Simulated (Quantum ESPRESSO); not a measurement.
```
Rb2LiRhF6
1.0
    0.00000     4.19623     4.19623
    4.19623     0.00000     4.19623
    4.19623     4.19623     0.00000
Li F Rb Rh
1 6 2 1
Cartesian
  4.19623   4.19623   4.19623
  2.03055   4.19623   4.19623
  6.36190   4.19623   4.19622
  4.19623   2.03055   4.19623
  4.19623   6.36190   4.19622
  4.19623   4.19623   2.03055
  4.19623   4.19623   6.36190
  6.29434   6.29434   6.29434
  2.09811   2.09811   2.09811
  0.00000   0.00000   0.00000
```

The geometry is that of Materials Project entry mp-1113707, symmetrised and not relaxed again.

Problem. What does PBEsol (Quantum ESPRESSO, PseudoDojo norm-conserving, 88 Ry, no spin-orbit coupling) give for the electronic structure near the Fermi level?

Solution. The PBEsol gap is direct, 1.62 eV at X. Spin-orbit splittings are left out.

The structure is a Materials Project entry; no match was found in the copy of COD used, and its stability was not checked.
